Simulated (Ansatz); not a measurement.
Sc2Si2O7 (space group C2/m), frozen-phonon scan

Sc2Si2O7 (space group C2/m)

```xyz
11
Lattice="3.2090 -4.1974 0.0000 3.2090 4.1974 0.0000 -1.0102 0.0000 4.5473" Properties=species:S:1:pos:R:3 pbc="T T T"
Sc     3.2090     1.6034     0.0000
Sc     3.2090    -1.6034     0.0000
Si     1.0453     0.0000     1.8564
Si     4.3625     0.0000     2.6909
O      4.0993    -1.3385     3.5806
O      1.3085     1.3385     0.9667
O      1.3085    -1.3385     0.9667
O      4.0993     1.3385     3.5806
O     -0.5051     0.0000     2.2736
O      3.5846     0.0000     1.2635
O      1.8233     0.0000     3.2838
```

The atoms are displaced by Q × the pattern below (from a DFPT mode at Γ, largest move 1; Q in Å), at fixed cell.

| atom | x | y | z |
|---|---|---|---|
| Sc1 | -0.104 | 0.000 | -0.103 |
| Sc2 | 0.104 | 0.000 | 0.103 |
| Si3 | 0.000 | 0.243 | 0.000 |
| Si4 | 0.000 | -0.243 | 0.000 |
| O5 | -0.610 | 0.051 | 0.232 |
| O6 | 0.610 | -0.051 | -0.232 |
| O7 | -0.610 | -0.051 | 0.232 |
| O8 | 0.610 | 0.051 | -0.232 |
| O10 | 0.000 | -1.000 | 0.000 |
| O11 | 0.000 | 1.000 | 0.000 |

Atoms not listed stay in place.

These are LDA (plane waves to 420 eV, PAW, scalar-relativistic; Ansatz, an electronic-structure program) values and carry that method's errors. k mesh 6×6×6 (Γ-centred), Fermi-Dirac smearing 0.05 eV. Energies are smeared free energies. Compression counts positive. Sc2Si2O7 is run without spin polarisation. Sc2Si2O7 was relaxed with its symmetry unable to fall. ΔE is measured from the undisplaced structure.

```json
[
 {"Q (Å)": "-0.180", "ΔE (eV/cell)": "0.624", "−dE/dQ from forces (eV/Å)": "7.136", "P (GPa)": "1.91"},
 {"Q (Å)": "-0.150", "ΔE (eV/cell)": "0.429", "−dE/dQ from forces (eV/Å)": "5.842", "P (GPa)": "1.32"},
 {"Q (Å)": "-0.120", "ΔE (eV/cell)": "0.273", "−dE/dQ from forces (eV/Å)": "4.606", "P (GPa)": "0.84"},
 {"Q (Å)": "-0.090", "ΔE (eV/cell)": "0.153", "−dE/dQ from forces (eV/Å)": "3.415", "P (GPa)": "0.47"},
 {"Q (Å)": "-0.060", "ΔE (eV/cell)": "0.067", "−dE/dQ from forces (eV/Å)": "2.257", "P (GPa)": "0.21"},
 {"Q (Å)": "-0.030", "ΔE (eV/cell)": "0.017", "−dE/dQ from forces (eV/Å)": "1.123", "P (GPa)": "0.05"},
 {"Q (Å)": "0.000", "ΔE (eV/cell)": "0.000", "−dE/dQ from forces (eV/Å)": "0.000", "P (GPa)": "0.00"},
 {"Q (Å)": "0.030", "ΔE (eV/cell)": "0.017", "−dE/dQ from forces (eV/Å)": "-1.123", "P (GPa)": "0.05"},
 {"Q (Å)": "0.060", "ΔE (eV/cell)": "0.067", "−dE/dQ from forces (eV/Å)": "-2.257", "P (GPa)": "0.21"},
 {"Q (Å)": "0.090", "ΔE (eV/cell)": "0.153", "−dE/dQ from forces (eV/Å)": "-3.415", "P (GPa)": "0.47"},
 {"Q (Å)": "0.120", "ΔE (eV/cell)": "0.273", "−dE/dQ from forces (eV/Å)": "-4.606", "P (GPa)": "0.84"},
 {"Q (Å)": "0.150", "ΔE (eV/cell)": "0.429", "−dE/dQ from forces (eV/Å)": "-5.842", "P (GPa)": "1.32"},
 {"Q (Å)": "0.180", "ΔE (eV/cell)": "0.624", "−dE/dQ from forces (eV/Å)": "-7.136", "P (GPa)": "1.91"}
]
```

Summary:

The energy at Q = 0.180 Å is 624 meV/cell. Space group of the distorted cell: P-1 (No. 2), lowered from C2/m. Symmetry of the curve: even: the same for both signs. Shape of the curve: a single well with its minimum at or next to zero displacement. Harmonic wavenumber from the curvature (finite differences): 396 cm⁻¹. Wavenumber by perturbation theory (DFPT, on another k mesh): 396 cm⁻¹.

(For displaced atoms, the force is minus the slope of the energy, and its curvature is a force constant, which sets phonon frequencies.)
